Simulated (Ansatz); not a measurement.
This TiH₄ structure is the end of a relaxation. The cell was found from a structure generator's guess, not taken from experiment.

Theory: DFT PBE, scalar-relativistic, plane waves, PAW in Ansatz 0.2.0. Cutoff 420 eV, Γ-centred mesh, Gaussian smearing, no spin polarisation.

```
Ti H
1.0
    -2.13213    2.13213    2.13213
     2.13213   -2.13213    2.13213
     2.13213    2.13213   -2.13213
Ti H
1 4
Direct
  0.00000 0.00000 0.00000
  0.50000 0.50000 0.50000
  0.00000 0.00000 0.50000
  0.00000 0.50000 0.00000
  0.50000 0.00000 0.00000
```

Formation energies are uncorrected and refer to the elements' standard structures at the same level (H₂ as a molecule).

(1) Find its symmetry and describe it.

(2) How far does it lie from the elements in energy?

(3) Is it a metal?

## Answers

(1) Im-3m (No. 229). Conventional cell: a = 4.264 Å. Ti is surrounded by 8 H at 1.85 Å; around H lie 2 Ti at 1.85 Å and 6 H at 2.13 Å.

(2) +0.21 eV/atom. A positive value: parting into the elements would lower its energy.

(3) Yes, bands cross the Fermi level on the 12×12×12 mesh.

The last run used a 12×12×12 mesh for its 5-atom cell and Gaussian smearing of 0.10 eV. With hydrogen, zero-point motion can shift formation energies by some tens of meV/atom. A structure relaxed within its symmetry needn't be a true minimum.
